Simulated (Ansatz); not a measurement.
Cs$_{2}$HgPdCl$_{6}$ (space group I4/mmm)

```
Cs2HgPdCl6
1.0
   -3.74556     3.74556     5.37943
    3.74556    -3.74556     5.37943
    3.74556     3.74556    -5.37943
Cs Hg Pd Cl
2 1 1 6
Direct
  0.75000   0.25000   0.50000
  0.25000   0.75000   0.50000
  0.50000   0.50000   0.00000
  0.00000   0.00000   0.00000
  0.71803   0.71803   0.00000
  0.28197   0.28197   0.00000
  0.21975   0.21975   0.43949
  0.78025   0.78025   0.56051
  0.21975   0.78025   0.00000
  0.78025   0.21975   0.00000
```

The volume is varied about the relaxed value V₀ at fixed cell shape. The atoms relax within the cell's symmetry.

Calculation: r2SCAN (plane waves to 500 eV, PAW, scalar-relativistic; Ansatz, a first-principles code). k mesh 6×6×6 (Γ-centred), Fermi-Dirac smearing 0.05 eV. E stands for the smeared free energy. With the shape held, the modulus is that of even scaling; a crystal free to change shape is softer. Cs2HgPdCl6 is run without spin polarisation and with no Hubbard U. Cs2HgPdCl6 was relaxed with its symmetry unable to fall. Spin-orbit coupling is left out, though Hg is heavy. The zero of ΔE is the relaxed starting cell.

```csv
V (Å³/atom),ΔE (meV/atom)
28.376,7.1
28.678,4.8
28.980,3.0
29.282,1.6
29.584,0.7
29.886,0.2
30.188,0.0
30.490,0.2
30.791,0.7
31.093,1.5
31.395,2.5
31.697,3.8
31.999,5.4
```

What is the fitted pressure derivative B₀′?

6.5.

What bulk modulus at fixed cell shape B₀ follows from a third-order Birch-Murnaghan fit?

18.1 GPa.

(A scan under strain: stresses follow from slopes of the energy per volume, elastic moduli from its curvatures.)
